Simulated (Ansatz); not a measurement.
GaGePt6 in space group I-42m (No. 121; Ga on 2a, Ge on 2b, Pt on 8i, Pt on 4c), plane-wave PAW PBE (Ansatz code), all energies at zero smearing, with the estimated change up to a 700 eV cutoff added, with one set of potentials and settings (totals compare only within such a set). Cell of 8 atoms (1 Ga, 1 Ge, 6 Pt): -83219.185 eV.

```tsv
element	reference phase	E (eV/atom)
Ga	Cmce, 4 atoms in the cell	-3783.0209
Ge	Fd-3m, 2 atoms in the cell	-4294.9847
Pt	Fm-3m, 1 atoms in the cell	-12523.0127
```

Formation energy per atom, worked out: (-83219.185 − 1×(-3783.0209) − 1×(-4294.9847) − 6×(-12523.0127))/8 = -0.388 eV/atom (-37 kJ per mol of atoms), at 0 K, without zero-point energy or fitted corrections.

The workflow started from a Materials Project entry (that database holds measured and hypothetical structures alike); the Crystallography Open Database copy checked does not list it. Its standing as an ambient phase is unchecked. The PBE relaxation kept the symmetry of its start; its stability against distortions is not shown here. The run is not spin-polarised. The references are the lowest solids computed at this level, not always the standard phases. Spin–orbit coupling is left out wherever it is not named.

Potentials: the later of the program's two PAW sets.
